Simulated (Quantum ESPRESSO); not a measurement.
**Kohn-Sham bands of TaS$_{2}$ (P6₃/mmc, 2Hc stacking as in molybdenite, isolated units)**

```xyz
6
Lattice="3.3390 0.0000 0.0000 -1.6695 2.8916 0.0000 0.0000 0.0000 17.5855" Properties=species:S:1:pos:R:3 pbc="T T T"
Ta    -1.6695     0.9639     4.3964
Ta     1.6695    -0.9639    -4.3964
S      0.0000     0.0000     5.9458
S      0.0000     0.0000    -5.9458
S      0.0000     0.0000    -2.8469
S      0.0000     0.0000     2.8469
```

Materials Project entry mp-1072086; symmetrised, unrelaxed at this level. Level: PBEsol, no spin polarisation, no spin-orbit coupling; pw.x of Quantum ESPRESSO at 47 Ry with PseudoDojo potentials, 6×6×4 k-points, Wannier90. Density: 12×12×2 mesh, cold smearing 0.01 Ry. The cell is built of weakly bound layers, chains or molecules, whose nearest atoms lie 5.69 Å apart, far more than in van der Waals crystals (3.2 to 4.2 Å): it describes nearly isolated units, such as a monolayer, not the bulk crystal. Spin-orbit coupling is left out although heavy elements are present.

Energies are relative to the Fermi level; weights are on the orthonormalised atomic waves of the pseudopotential files, averaged over the group. 50 electrons a cell are treated as valence.

| bands | from (eV) | to (eV) | filling | weight on atomic waves |
|---|---|---|---|---|
| 1–2 | -67.97 | -67.96 | filled | (withheld) |
| 3–8 | -34.64 | -34.34 | filled | (withheld) |
| 9–12 | -14.00 | -11.79 | filled | (withheld) |
| 13–24 | -5.74 | -0.87 | filled | (withheld) |
| 25–26 | -0.39 | 1.15 | partly filled | (withheld) |

Which atomic shells make up each group?


- 1–2, weight on atomic waves: Ta 5s 98 %
- 3–8, weight on atomic waves: Ta 5p 98 %
- 9–12, weight on atomic waves: S 3s 78 %, Ta 5d 11 %, Ta 6s 8 %
- 13–24, weight on atomic waves: S 3p 70 %, Ta 5d 23 %
- 25–26, weight on atomic waves: Ta 5d 72 %, S 3p 22 %

No gap over 0.05 eV opens at the Fermi level at this level of theory.
